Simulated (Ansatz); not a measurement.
Si:
Space group P6₃/mmc (No. 194); a = b = 3.8437 Å, c = 18.9049 Å, α = β = 90.00°, γ = 120.00°

| atom | site | symmetry | x | y | z |
|---|---|---|---|---|---|
| Si | 4e | 3m. | 0.0000 | 0.0000 | 0.1872 |
| Si | 4f | 3m. | 0.6667 | 0.3333 | 0.1454 |
| Si | 4f | 3m. | 0.6667 | 0.3333 | 0.0208 |

Relaxed with r²SCAN.

**Question.** Tabulate the valence density and the electron localisation function along the shortest Si–Si contact (2.35 Å), the program Ansatz at the r²SCAN level (PAW).

**Answer.** 

```tsv
distance from Si (Å)	density (e/Å³)	ELF
0.24	0.09	0.33
0.35	0.18	0.30
0.47	0.30	0.46
0.59	0.42	0.71
0.71	0.52	0.86
0.82	0.57	0.93
0.94	0.59	0.95
1.06	0.59	0.96
1.18	0.58	0.96
1.29	0.59	0.96
1.41	0.59	0.95
1.53	0.57	0.93
1.65	0.52	0.86
1.77	0.42	0.71
1.88	0.30	0.46
2.00	0.18	0.30
2.12	0.09	0.33
```

The density is the valence pseudo-density with augmentation charge, so density and ELF within about 1 Å of a nucleus are not all-electron values.

Space group P6_3/mmc. The start of the workflow was typed in or built on a structure type; the Crystallography Open Database copy checked does not list it. It is not the phase usual at ambient conditions (space group No. 227). The cell was relaxed with r²SCAN under the symmetry of its start; its stability against distortions is not shown here.

Potentials: the later of the program's two PAW sets.
